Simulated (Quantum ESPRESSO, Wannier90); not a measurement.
**ZnCdSe₂ (P3m1), plane waves to Wannier functions**

```
CELL_PARAMETERS angstrom
      4.22497     0.00000     0.00000
     -2.11248     3.65893     0.00000
      0.00000     0.00000     6.92533
ATOMIC_POSITIONS crystal
  Zn 0.00000 0.00000 0.00013
  Cd 0.66667 0.33333 0.49714
  Se 0.66667 0.33333 0.10854
  Se 0.00000 0.00000 0.64220
```

Cell from Materials Project (mp-1215451), symmetrised, no further relaxation. Not found in the COD (Crystallography Open Database) copy used; not checked further. Computed values, not measurements, from PBEsol: Quantum ESPRESSO (norm-conserving PseudoDojo potentials, cutoff 82 Ry, no spin polarisation, no spin-orbit coupling) on a Γ-centred 6×6×4 mesh, then Wannier90. Density: 12×12×6 mesh, Gaussian smearing 0.01 Ry. Spin-orbit coupling, left out, would split the p-like bands by a few tenths of an eV.

Energies are relative to the valence-band maximum.

**Bands.** A Kohn-Sham gap of 0.54 eV opens above band 36. 9 filled groups are cut off by gaps; the highest, bands 31–36, spans -4.61 to 0.00 eV and is Se 4p 80 %, Cd 5s 5 %, Zn 4s 5 %.

**Valence functions.** The best of several starts gives 8 functions with Ω_total = 18.07 Å², 95 % of it gauge-invariant: 3 of 2.21 Å² at 0.71 Å from Se; 1 of 2.40 Å² at 0.67 Å from Se; 4 of 2.26 Å² at 0.70 Å from Se.

**Model.** 16 functions (Zn sp, Cd sp, Se sp) from bands 19-20,31-58, frozen to 2.05 eV, reach Ω_I = 24.60 Å² and follow pw.x to 1.6 meV rms (states up to 1.5 eV relative to the valence-band maximum). Bands 21–25 (Cd 4d 95 %), 26–30 (Zn 3d 96 %) lie between the kept ones and are excluded.

**Frozen window.** Edge, Ω_I and misfit go -1.0 eV, 24.49 Å², 16 meV; 0.0 eV, 24.57 Å², 7.4 meV; 2.0 eV, 24.60 Å², 1.6 meV; 6.0 eV, 32.04 Å², 3.7 meV. Ω_I never falls as the edge rises, since each frozen state takes freedom from the choice of the smoothest subspace. The edges under the compared range leave its upper states unfrozen, and their misfit is the largest.

**No window.** Without a frozen window Ω_I drops to 23.84 Å² while the misfit grows to 122 meV: a small spread is no proof of good bands.

**Outer window.** The setting "outer window to 10.18 eV" raises Ω_I to 39.84 Å², as fewer states are left to mix in, and the misfit goes to 8.8 meV.
